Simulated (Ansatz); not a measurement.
# HfV2 (Fd-3m): electronic heat capacity and spin susceptibility from the density of states

The calculation used Ansatz 0.2.0, DFT PBEsol, scalar-relativistic, plane waves, PAW.

Settings: cutoff 420 eV, Γ-centred mesh 8×8×8 on the computed 6-atom cell, Gaussian smearing of 0.10 eV; no spin polarisation.

Relaxed cell: Fd-3m, a = 7.218 Å, b = 7.218 Å, c = 7.218 Å, α = 90.00°, β = 90.00°, γ = 90.00°, 6 atoms in the primitive cell. Whether it is the stable form of this composition wasn't checked.

The density of states at the Fermi level is 12.597 states/eV in the cell of 6 atoms (2 formula units; both spins, tetrahedra on a 12×12×12 mesh). Averaged over bins of 0.1 eV the density runs from 8.4 to 15.3 states/eV within 0.2 eV of the Fermi level, so the figure hangs on the exact place of that level.

**Question.** What Sommerfeld coefficient and Pauli susceptibility does this give?

**Answer.** Per formula unit N(E_F) = 6.299 states/eV. γ = (π²/3) k_B² N(E_F) N_A = 2.357 mJ/(mol K²) per state/eV, so γ = 14.8 mJ/(mol K²), a mole of formula units. χ_P = μ_B² N(E_F) N_A = 3.23×10⁻⁵ emu/mol per state/eV gives 20.4×10⁻⁵ emu/mol. This is the bare band result: a measured γ of the same phase is as a rule larger by a factor 1 + λ from phonons and spin fluctuations, the spin part of χ is larger by the Stoner factor, and a measured χ also holds orbital and core terms. N(E_F) at one energy is sensitive to the mesh where the density of states has sharp peaks.

Spin-orbit coupling is left out, which matters for the bands of heavy elements.

A ferromagnetic start lost its moments in a first run, so spin was left out; other magnetic orders weren't tried.

Cost: 1 run of about 1.1 core-minutes, on Arm Neoverse V1 (shared hosts).